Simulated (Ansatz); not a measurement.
GeSe:
```
CELL_PARAMETERS angstrom
     10.62833     0.00000     0.00000
      0.00000     3.83188     0.00000
      0.00000     0.00000     4.20199
ATOMIC_POSITIONS crystal
  Ge 0.11938 0.25000 0.10558
  Ge 0.88062 0.75000 0.89442
  Ge 0.38062 0.75000 0.60558
  Ge 0.61938 0.25000 0.39442
  Se 0.85634 0.25000 0.49199
  Se 0.14366 0.75000 0.50801
  Se 0.64366 0.75000 0.99199
  Se 0.35634 0.25000 0.00801
```

Relaxed with LDA. Special points in fractions of this cell's reciprocal vectors: Γ (0.000, 0.000, 0.000); X (0.500, 0.000, 0.000); S (0.500, 0.500, 0.000); Y (0.000, 0.500, 0.000); Z (0.000, 0.000, 0.500); U (0.500, 0.000, 0.500); R (0.500, 0.500, 0.500); T (0.000, 0.500, 0.500).

Q: List the band energies nearest the valence-band maximum at these points for LDA in the plane-wave PAW code Ansatz.

A: In eV from the valence-band maximum; about four levels below and three above (degenerate sets whole), none deeper than 8.9 eV; points with the same levels are listed once.

```
k                    below                above
-  -----------------------  -------------------
Γ  -1.66 -1.40 -1.01 -0.47       0.28 2.60 2.61
X  -2.05 -2.05 -0.62 -0.62  2.16 2.16 2.39 2.39
S  -1.61 -1.61 -1.61 -1.61  1.33 1.33 1.33 1.33
Y  -1.40 -1.40 -1.29 -1.29  0.86 0.86 1.09 1.09
Z  -1.15 -1.15 -0.56 -0.56  0.98 0.98 1.50 1.50
U  -0.71 -0.71 -0.69 -0.69  1.01 1.01 1.59 1.59
R  -1.78 -1.78 -1.78 -1.78  2.28 2.28 2.28 2.28
T  -2.68 -2.68 -1.84 -1.84  2.69 2.69 3.26 3.26
```

Space group Pnma. The cell was relaxed with LDA under the symmetry of its start. A crystal of weakly bound layers computed without a dispersion correction: the cell and the soft elastic constants depend strongly on that. Scalar-relativistic: spin–orbit coupling is off unless named, which matters more the heavier the elements.

Potentials: the earlier of the program's two PAW sets. The files were generated under PBE; for other functionals the program regenerates the frozen cores, and for LDA and PBEsol the local potential too.
